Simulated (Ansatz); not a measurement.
Phonons of In2Ge2O7 (space group C2/m) at Γ.

In2Ge2O7 (space group C2/m)

```yaml
crystal:
  lattice:
    - [3.29422, -4.38064, 0.00000]
    - [3.29422, 4.38064, 0.00000]
    - [-1.01498, 0.00000, 4.80942]
  atoms:
    - { symbol: In, position: [0.30636, 0.69364, 0.00000] }
    - { symbol: In, position: [0.69364, 0.30636, 0.00000] }
    - { symbol: Ge, position: [0.76204, 0.76204, 0.59308] }
    - { symbol: Ge, position: [0.23796, 0.23796, 0.40692] }
    - { symbol: O, position: [0.40849, 0.07374, 0.21293] }
    - { symbol: O, position: [0.59151, 0.92626, 0.78707] }
    - { symbol: O, position: [0.92626, 0.59151, 0.78707] }
    - { symbol: O, position: [0.07374, 0.40849, 0.21293] }
    - { symbol: O, position: [0.00000, 0.00000, 0.50000] }
    - { symbol: O, position: [0.41397, 0.41397, 0.72729] }
    - { symbol: O, position: [0.58603, 0.58603, 0.27271] }
```

Method: LDA (plane waves to 420 eV, PAW, scalar-relativistic; Ansatz, a quantum-chemistry and plane-wave program). DFPT wavenumbers on a 6×6×6 k mesh, in cm⁻¹; i marks imaginary ones, q is in fractions of the reciprocal vectors of the cell shown, and the three acoustic modes at Γ are left out. The non-analytic (LO-TO) term is not included, so polar modes at Γ have their transverse values. In2Ge2O7 was relaxed with its symmetry unable to fall.

```tsv
q	wavenumbers (cm⁻¹)
Γ	66i, 48, 113, 127, 151, 157, 176, 181, 212, 254, 265, 272, 291, 300 (×2), 334, 372, 393, 412, 469, 490, 501, 535, 709, 718, 733, 785, 797, 813, 1005
```

The structure is unstable at this level: the lowest mode is 66i cm⁻¹ at Γ.

Highest mode: 1005 cm⁻¹ at Γ.
